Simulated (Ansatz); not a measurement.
ZrRu (CsCl type, Pm-3m) at seven volumes, LDA (plane waves, PAW; program Ansatz), scaled uniformly. One row is withheld.

| V (Å³/atom) | P (GPa) |
|---|---|
| 15.038 | 23.92 |
| 15.534 | 14.74 |
| 16.030 | 6.84 |
| 16.526 | 0.00 |
| 17.021 | -5.90 |
| 17.517 | -10.94 |
| 18.013 | ? |

Problem. Fit the shown pressures and predict the withheld one.

Solution. P = (3/2)B₀(x^(7/2) − x^(5/2))[1 + (3/4)(B′ − 4)(x − 1)] with x = (V₀/V)^(2/3). Least squares on the six rows gives V₀ = 16.526 Å³/atom, B₀ = 211 GPa, B′ = 3.90. At V = 18.013, x = 0.9442 and P = -15.37 GPa. The run itself gave -15.24 GPa.

The first step of the workflow began from a Materials Project structure, measured or hypothetical; the Crystallography Open Database files this formula in space group No. 221, but the cells were not matched. Whether it is the stable phase at ambient conditions was not checked. The cell was relaxed with LDA under the symmetry of its start; of distortions, only those at the zone centre were tested. The run is not spin-polarised.

Potentials: the later of the program's two PAW sets.
